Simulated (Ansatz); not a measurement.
**CaC2: the gap under strain**

CaC2, R-3m, a = 3.861 Å, c = 11.782 Å. The structure is a Materials Project entry; whether it is the stable form wasn't checked. Ansatz: r2SCAN, PAW, 500 eV, Γ-centred 9×9×2 mesh on 9 atoms, Gaussian smearing 0.02 eV; no spin polarisation. Series: biaxial strain in the a-b plane, c and atoms relaxed; x is the strain in per cent. The gap is sought over the whole zone.

| x (%) | gap y (eV) |
| --- | --- |
| -3.0 | 3.062 |
| -1.5 | ? |
| 0.0 | 3.099 |
| 1.5 | 3.111 |
| 3.0 | 3.117 |

Q: Fit y = E0 + c1 x + c2 x² to the other rows, give the deformation potential for this strain, and predict the missing gap.

A: Least squares on the rows shown. y = 3.0993 + 0.0091970 x − 0.0010808 x². The deformation potential is 100 c1 = 0.92 eV per unit strain. At x = -1.5 the fit asked for gives 3.083 eV. The run gave 3.083 eV, the same to the digits shown.

Semilocal functionals give gaps under the measured ones; changes of the gap mostly carry over better.